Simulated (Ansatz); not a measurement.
Cu$_{3}$Au (Cu3Au type, Pm-3m) under volume change, plane-wave PAW PBEsol (Ansatz code), scaled uniformly.

```
V (Å³/atom)  E − E(relaxed) (meV/atom)  P (GPa)
-----------  -------------------------  -------
11.646                            67.2    20.61
12.030                            27.9    12.43
12.414                             6.5     5.63
12.798                             0.0    -0.01
13.182                             5.8    -4.68
13.566                            21.8    -8.54
13.949                            46.2   -11.72
```

Question: What does a third-order Birch–Murnaghan fit give for V₀, B₀ and B′?

Answer: V₀ = 12.80 Å³/atom, B₀ = 171 GPa, B′ = 5.3.

Symmetry was held in the PBEsol relaxation. No spin polarisation was allowed. Scalar-relativistic: spin–orbit coupling is off unless named, which matters more the heavier the elements.

Potentials: the earlier of the program's two PAW sets. The files were generated under PBE; for other functionals the program regenerates the frozen cores, and for LDA and PBEsol the local potential too.
